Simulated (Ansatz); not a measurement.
W:
```xyz
8
Lattice="5.0323 0.0000 0.0000 0.0000 5.0323 0.0000 0.0000 0.0000 5.0323" Properties=species:S:1:pos:R:3 pbc="T T T"
W      0.0000     0.0000     0.0000
W      2.5162     2.5162     2.5162
W      0.0000     2.5162     1.2581
W      0.0000     2.5162     3.7742
W      1.2581     0.0000     2.5162
W      3.7742     0.0000     2.5162
W      2.5162     3.7742     0.0000
W      2.5162     1.2581     0.0000
```

Relaxed with PBEsol. Special points in fractions of this cell's reciprocal vectors: Γ (0.000, 0.000, 0.000); X (0.000, 0.500, 0.000); M (0.500, 0.500, 0.000); R (0.500, 0.500, 0.500).

Q: List the band energies nearest the Fermi level at these points for PBEsol (plane waves, PAW; program Ansatz).

A: In eV from the Fermi level; about four levels below and three above (degenerate sets whole), none deeper than 8.9 eV; points with the same levels are listed once.

```json
[
 {"k": "Γ", "below": "-1.52 -1.52 -0.50 -0.50 -0.50", "above": "1.64 1.64 1.64"},
 {"k": "X", "below": "-1.15 -1.15 -0.94 -0.94", "above": "0.55 0.55 0.82 0.82"},
 {"k": "M", "below": "-1.68 -1.68 -1.29 -0.97 -0.97", "above": "0.29 0.29 0.32"},
 {"k": "R", "below": "-1.37 -1.37 -1.37 -1.37 -1.37 -1.37", "above": "1.37 1.37 1.37 1.37 1.37 1.37"}
]
```

Space group Pm-3n (A15 (β-W type)). The workflow started from an entry of the Crystallography Open Database (COD), which files this formula under 6 space groups. It is not the phase usual at ambient conditions (space group No. 229). The cell was relaxed with PBEsol under the symmetry of its start; of distortions, only those at the zone centre were tested. The run is not spin-polarised. Scalar-relativistic: spin–orbit coupling is off unless named, which matters more the heavier the elements.

Potentials: the earlier of the program's two PAW sets.
